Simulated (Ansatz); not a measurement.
Y:
```
Y
1.0
    3.65763     0.00000     0.00000
   -1.82881     3.16760     0.00000
    0.00000     0.00000     5.68025
Y
2
Direct
  0.33333   0.66667   0.75000
  0.66667   0.33333   0.25000
```

Relaxed with PBE. Special points in fractions of this cell's reciprocal vectors: Γ (0.000, 0.000, 0.000); M (0.500, 0.000, 0.000); K (0.333, 0.333, 0.000); A (0.000, 0.000, 0.500); L (0.500, 0.000, 0.500); H (0.333, 0.333, 0.500).

### Question
List the band energies nearest the Fermi level at these points for plane-wave PAW PBE (Ansatz code).

### Answer
In eV from the Fermi level; about four levels below and three above (degenerate sets whole), none deeper than 8.9 eV; points with the same levels are listed once.

| k | below | above |
|---|---|---|
| Γ | -4.64 -1.83 | 0.94 1.73 1.73 |
| M | -1.67 -1.18 -0.80 -0.14 | 1.43 1.43 2.10 |
| K | -0.70 -0.68 -0.68 -0.46 | 1.09 1.09 2.37 |
| A | -3.20 -3.20 | 0.99 0.99 1.64 1.64 1.64 1.64 |
| L | -1.63 -1.63 | 0.08 0.08 1.38 1.38 |
| H | -0.38 -0.38 -0.37 -0.37 | 0.40 0.40 2.76 2.76 |

Space group P6_3/mmc (hcp (Mg type)). The cell was relaxed with PBE under the symmetry of its start. The run is not spin-polarised. Scalar-relativistic: spin–orbit coupling is off unless named, which matters more the heavier the elements.

Potentials: the earlier of the program's two PAW sets.
